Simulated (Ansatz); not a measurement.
BeS:
```
BeS
1.0
    3.27103     0.00000     0.00000
   -1.63551     2.83279     0.00000
    0.00000     0.00000     5.20655
Be S
2 2
Direct
  0.00000   0.00000   0.00000
  0.00000   0.00000   0.50000
  0.33333   0.66667   0.25000
  0.66667   0.33333   0.75000
```

Relaxed with PBEsol. Special points in fractions of this cell's reciprocal vectors: Γ (0.000, 0.000, 0.000); M (0.500, 0.000, 0.000); K (0.333, 0.333, 0.000); A (0.000, 0.000, 0.500); L (0.500, 0.000, 0.500); H (0.333, 0.333, 0.500).

Task: List the band energies nearest the valence-band maximum at these points for PBEsol (plane waves, PAW; program Ansatz).

Result: In eV from the valence-band maximum; about four levels below and three above (degenerate sets whole), none deeper than 8.9 eV; points with the same levels are listed once.

```csv
k,below,above
Γ,-0.84 -0.84 -0.80 -0.80 0.00,3.40 5.00 5.69 5.69
M,-5.15 -3.59 -2.82 -0.67,2.91 3.75 3.79
K,-4.57 -4.57 -3.91 -3.91,1.39 7.56 7.56
A,-0.73 -0.73 -0.73 -0.73,4.32 4.32 5.07 5.07 5.07 5.07
L,-2.54 -2.54 -2.35 -2.35,3.08 3.08 4.26 4.26
H,-6.26 -6.26 -0.78 -0.78,3.77 3.77 4.50 4.50
```

Space group P6_3/mmc (NiAs type). This is a known high-pressure phase of the composition, computed here at zero pressure and temperature. The PBEsol relaxation kept the symmetry of its start. At this level the phase is dynamically unstable (imaginary phonons).

Potentials: the earlier of the program's two PAW sets. The files were generated under PBE; for other functionals the program regenerates the frozen cores, and for LDA and PBEsol the local potential too.
